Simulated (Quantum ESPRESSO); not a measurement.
# Strain and stress in Si6BN

These are calculations, not measurements. They come from pw.x of Quantum ESPRESSO 7.5, a plane-wave density functional program, with PseudoDojo standard norm-conserving files (v0.5 for PBE, v0.4.1 for LDA and PBEsol). The cells are made up: elements, strain and atom displacements were drawn at random, and nothing was relaxed. There is no spin polarisation, spin-orbit coupling or dispersion term.

The cell has 8 sites of a zincblende or diamond lattice. Sites 1 to 4 hold Si Si Si B; sites 5 to 8 hold Si Si Si N. Cell vectors in Å: (5.725, -0.076, 0.003); (-0.076, 5.659, -0.041); (0.003, -0.041, 5.593). Settings: PBE, cutoff 1143 eV, 6 x 6 x 6 k mesh shifted by half a step, Fermi-Dirac smearing of 0.1 eV.

Each run adds a shear xy (given as the tensor component) to one cell, with the atoms carried along; the vectors above are those of run 4. Stress is positive in tension and P is minus a third of its trace. E is the free energy for each atom above the lowest run shown.

```
run  strain (%)  s_xx (GPa)  s_yy (GPa)  s_zz (GPa)  s_xy (GPa)  P (GPa)  E (meV/atom)
  1       -2.46       16.17       15.28       14.51       -3.36   -15.32         18.11
  2       -1.68       16.30       15.41       14.58       -2.71   -15.43         12.16
  4       -0.41       16.44       15.55       14.66       -1.63   -15.55          4.94
  5        0.64       16.48       15.59       14.69       -0.75   -15.58          1.42
  6        0.90       16.48       15.59       14.69       -0.53   -15.58          0.79
  7        1.49       16.46       15.57       14.69       -0.03   -15.57          0.00
  3       -0.76           ?           ?           ?           ?        ?             ?
```

A rerun of one of these cells at 1437 eV and k mesh 8 x 8 x 8 moved values by no more than 0.002 eV in the cell's energy, 0.03 GPa in stress and 0.006 eV/Å in force.

## Worked fit

A parabola through the six runs shown gives s_xy = -1.29 + 0.84 e + 0.000 e² GPa, with e in per cent and a scatter of 0.01 GPa. The slope is a stiffness of 84 ± 1 GPa for each unit of this strain at e = 0, twice a shear constant under the stress shown, since the tensor component is half the shear angle. The atoms are clamped, and relaxing them would in general lower it. The error is the larger of the fit's own and the change that a cubic makes, rounded up.

## Withheld run

Question: what s_xy should run 3 give?

The fit gives -1.93 GPa. The calculation gave -1.93 GPa.

| run | strain (%) | s_xx (GPa) | s_yy (GPa) | s_zz (GPa) | s_xy (GPa) | P (GPa) | E (meV/atom) |
| --- | --- | --- | --- | --- | --- | --- | --- |
| 3 | -0.76 | 16.41 | 15.52 | 14.64 | -1.93 | -15.52 | 6.62 |